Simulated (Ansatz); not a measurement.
AlGaAs$_{2}$:
Space group P-4m2 (No. 115); a = b = 4.0123 Å, c = 11.3317 Å, α = β = γ = 90.00°

```csv
atom,site,symmetry,x,y,z
Ga,2g,2mm.,0.0000,0.5000,0.1247
As,1a,-4m2,0.0000,0.0000,0.0000
As,2f,2mm.,0.5000,0.5000,0.2500
Al,2g,2mm.,0.5000,0.0000,0.3748
As,1d,-4m2,0.0000,0.0000,0.5000
```

Relaxed with r²SCAN. The program Ansatz at the r²SCAN level (PAW) gives a gap of 1.63 eV.

**Question.** What gap does HSE06 give on the same cell (Ansatz, PAW)?

**Answer.** 1.98 eV, 0.35 eV more. The hybrid was solved on a coarser mesh and at special points; its gap is the smallest among all of these.

```csv
k,v1 r²SCAN,c1 r²SCAN,v1 HSE06,c1 HSE06
Γ,0.00,1.63,0.00,1.98
Z,-0.46,1.82,[?],[?]
M,-2.48,1.76,[?],[?]
A,-2.82,2.61,-2.97,2.92
R,-0.99,2.59,[?],[?]
X,-0.98,1.90,[?],[?]
```

**Question.** Top valence (v1) and lowest conduction level (c1) in eV from each method's valence maximum (which need not be a listed point): supply the withheld HSE06 values.

**Answer.** 
- R, v1 HSE06: -1.05
- R, c1 HSE06: 3.01
- M, v1 HSE06: -2.62
- M, c1 HSE06: 2.04
- Z, v1 HSE06: -0.49
- Z, c1 HSE06: 2.13
- X, v1 HSE06: -1.04
- X, c1 HSE06: 2.25

Cost on shared cores: the r²SCAN run (SCF on a 7×7×3 mesh, then bands and DOS) roughly 8 core-minutes, the HSE06 run (SCF on 4×4×2, then a few points) roughly 6 core-minutes; the tasks are unlike.

The start of the workflow was typed in or built on a structure type; neither database checked (COD, Materials Project) lists it. Its standing as an ambient phase is unchecked. The r²SCAN relaxation kept the symmetry of its start; its stability against distortions is not shown here. Spin–orbit coupling is left out wherever it is not named.

Potentials: the earlier of the program's two PAW sets.
